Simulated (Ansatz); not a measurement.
## Rb₄P: stable or not

The cell was found from a structure generator's guess, not taken from experiment.

Theory: DFT PBE, scalar-relativistic, plane waves, PAW (Ansatz). Plane waves to 420 eV, a 6×6×4 mesh through Γ for the 5-atom cell and 0.10 eV Gaussian smearing; no spin polarisation.

```
Rb P
1.0
     5.86585    0.00000    0.00000
     0.00000    5.86585    0.00000
     0.00000    0.00000    8.77272
Rb P
4 1
Direct
  0.50000 0.00000 0.21571
  0.00000 0.50000 0.78429
  0.50000 0.00000 0.78429
  0.00000 0.50000 0.21571
  0.00000 0.00000 0.00000
```

The zero of energy is the elements' standard structures at the same level; no fitted shifts are applied. The references include black phosphorus.

Problem. These tests were run: energy against the elements; phonons at Γ. What do they show?

Solution.

| test | result |
| --- | --- |
| energy against the elements | −0.10 eV/atom |
| phonons at Γ | lowest optical mode 23 cm⁻¹ |

It fails none of these tests. Other phases of the system weren't compared here, so this isn't yet thermodynamic stability. Phonons away from Γ weren't computed.

The cell is a metal run without spin; a magnetic state may lie lower. The reference form of P is held partly by dispersion forces, which this level lacks. The run for the phonons used a 6×6×4 k mesh and Fermi–Dirac smearing of 0.15 eV.
